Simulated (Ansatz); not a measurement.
An ordered 8-atom cell of Be4Te3S on the zincblende lattice (P-43m), relaxed with r2SCAN in the plane-wave code Ansatz: space group P-43m (No. 215), cubic; a = 5.466 Å in the conventional setting, 20.41 Å³ an atom. S is surrounded by 4 Be at 2.20 Å; Be is surrounded by 1 S at 2.20 Å and 3 Te at 2.43 Å; Te is surrounded by 4 Be at 2.43 Å. The primitive cell holds 8 atoms in 163.27 Å³. All values are calculated for a non-magnetic cell, which may be hypothetical.

Computed values: Without spin-orbit coupling PBE's valence top is a threefold level at Γ and the gap is 1.898 eV; with it the level splits into four states above two, Δ₀ = 0.798 eV apart. HSE06 (4×4×4) gives a least gap of 2.60 eV, direct. r2SCAN's ε∞ is 6.52.

If the centre of gravity stays and the conduction band doesn't move, what gap follows with spin-orbit coupling?
The fourfold level rises by Δ₀/3 = 0.266 eV and the twofold one falls by 2Δ₀/3, so E_g ≈ 1.898 − 0.266 = 1.632 eV. The PBE+SOC run gives 1.649 eV, +0.018 eV from the estimate.

At what wavelength does absorption set in by HSE06, excitons left aside?
λ = 1239.84 eV nm/E: 477 nm for the least gap. The direct edge lies in the visible range.

What refractive index and reflectivity at normal incidence follow, below the gap and above the phonons?
n = √6.52 = 2.553; R = ((n − 1)/(n + 1))² = (1.553/3.553)² = 19.1 % a face.

Only the levels marked +SOC include spin-orbit coupling.

The meshes of the hybrids are coarse, so their gaps aren't converged to the digits shown.

For a response run the program warns that the ground state's bands aren't all converged, so ε∞ carries an extra error.
